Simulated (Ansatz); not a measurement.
Q: GaAs (NiAs type, space group No. 194) is relaxed with DFT-r²SCAN in the program Ansatz with PAW potentials. What lattice parameters of the conventional cell result?

A: a = 3.743 Å, c = 6.303 Å.

Q: Is it a metal or does it have a gap at this level?

A: No gap at this level.

Space group P6_3/mmc (NiAs type). The start of the workflow was typed in or built on a structure type; neither database checked (COD, Materials Project) lists it. It is not the phase usual at ambient conditions (space group No. 216). The cell was relaxed with r²SCAN under the symmetry of its start; whether a distortion lowers the energy is not shown. Spin–orbit coupling is left out wherever it is not named.

Potentials: the later of the program's two PAW sets.
